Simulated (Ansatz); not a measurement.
Consider the following.

InSe:
```cif
data_In4Se4
_chemical_formula_sum 'In4 Se4'
_space_group_name_H-M_alt 'P63/mmc'
_space_group_IT_number 194
_space_group_name_Hall '-P 6c 2c'
_cell_length_a 4.04333
_cell_length_b 4.04333
_cell_length_c 17.43291
_cell_angle_alpha 90.000
_cell_angle_beta 90.000
_cell_angle_gamma 120.000
loop_
_atom_site_label
_atom_site_type_symbol
_atom_site_symmetry_multiplicity
_atom_site_Wyckoff_symbol
_atom_site_fract_x
_atom_site_fract_y
_atom_site_fract_z
_atom_site_occupancy
In1 In 4 f 0.33333 0.66667 0.16973 1
Se1 Se 4 f 0.66667 0.33333 0.09753 1
```

This is the r²SCAN-relaxed structure.

Task: All from r²SCAN in the plane-wave PAW code Ansatz, unless another level is named. Estimate the formation energy from the elements (no fitted shifts).

Result: -0.68 eV/atom.

Task: Predict the band gap.

Result: 0.95 eV (direct).

Task: And the valence-band maximum?

Result: at Γ.

Space group P6_3/mmc. The cell was relaxed with r²SCAN under the symmetry of its start. A crystal of weakly bound layers computed without a dispersion correction: the cell and the soft elastic constants depend strongly on that. The references are the lowest solids computed at this level, not always the standard phases. Scalar-relativistic: spin–orbit coupling is off unless named, which matters more the heavier the elements.

Potentials: the earlier of the program's two PAW sets.
